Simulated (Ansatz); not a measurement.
Zr₄TaGe₄ in space group P4_1 (No. 76; Pearson symbol tP36), DFT-PBE in the program Ansatz with PAW potentials, all energies at zero smearing, with the estimated change up to a 700 eV cutoff added, with one set of potentials and settings (totals compare only within such a set). Cell of 36 atoms (16 Zr, 4 Ta, 16 Ge): -175418.201 eV.

```csv
element,reference phase,E (eV/atom)
Zr,"P6_3/mmc, 2 atoms in the cell",-4183.8362
Ta,"Im-3m, 1 atoms in the cell",-9932.2522
Ge,"Fd-3m, 2 atoms in the cell",-4294.9847
```

Formation energy per atom, worked out: (-175418.201 − 16×(-4183.8362) − 4×(-9932.2522) − 16×(-4294.9847))/36 = -0.779 eV/atom (-75 kJ per mol of atoms), at 0 K, without zero-point energy or fitted corrections.

The first step of the workflow began from a Materials Project structure, measured or hypothetical; the Crystallography Open Database copy checked does not list it. With Zr and Ta taken as one species the cell has the higher symmetry P4_12_12, so it may be an ordered model of a mixed-site phase. Whether it is the stable phase at ambient conditions was not checked. The cell was relaxed with PBE under the symmetry of its start; its stability against distortions is not shown here. The run is not spin-polarised. The references are the lowest solids computed at this level, not always the standard phases. Scalar-relativistic: spin–orbit coupling is off unless named, which matters more the heavier the elements.

Potentials: the later of the program's two PAW sets.
